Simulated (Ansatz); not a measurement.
# MnNbP: reading a single point

```
CELL_PARAMETERS angstrom
6.70654 0.00000 0.00000
0.00000 3.47750 0.00000
0.00000 0.00000 8.11961
ATOMIC_POSITIONS crystal
P 0.26220 0.25000 0.64260
P 0.23780 0.75000 0.14260
P 0.76220 0.25000 0.85740
P 0.73780 0.75000 0.35740
Nb 0.13994 0.25000 0.93965
Nb 0.36006 0.75000 0.43965
Nb 0.63994 0.25000 0.56035
Nb 0.86006 0.75000 0.06035
Mn 0.03320 0.25000 0.33141
Mn 0.46680 0.75000 0.83141
Mn 0.53320 0.25000 0.16859
Mn 0.96680 0.75000 0.66859
```

Single point in Ansatz 0.2.0 with r2SCAN, no spin polarisation. Cutoff 500 eV, PAW datasets, 5×10×4 Γ-centred k mesh, fermi-dirac filling (width 0.1 eV).

Problem. Which element gives electrons and which takes them?

Solution. Bader charges in e: Mn +0.41, Nb +0.95, P -1.36. In the mean Nb gives up most and P takes most.

Problem. Is it stable against the elements?

Solution. 0.11 eV an atom against the elements' usual phases (free molecules for gases, crystals otherwise, with no correction for O₂ or N₂), so at this geometry it isn't bound against them. Relaxing would lower it.

Problem. Which atom feels the largest force, and which way?

Solution. The largest is on Nb5 (and as large on other atoms): 1.63 eV/Å, components (1.46, 0.00, -0.74). It makes 94° with the line to a nearest neighbour, P2 at 2.48 Å.

Problem. Metal or insulator?

Solution. It is a metal, with about 23 states/eV a cell as the mean within 0.25 eV of the Fermi level, mostly Mn d (80 %) and Nb d (14 %).

Problem. Is the cell too large or too small?

Solution. The pressure is -16.1 GPa (compression positive), so with the atoms held at these fractions the cell would first shrink; the forces are large, so a full relaxation may end otherwise. The principal stresses -17.0, -16.3, -15.1 GPa differ, so its shape would change too.

Origin: a known structure type with other elements, at an estimated volume, so it need not be a known compound. Caveats: no spin polarisation, so a magnetic state may lie lower; atoms or cell far from equilibrium.
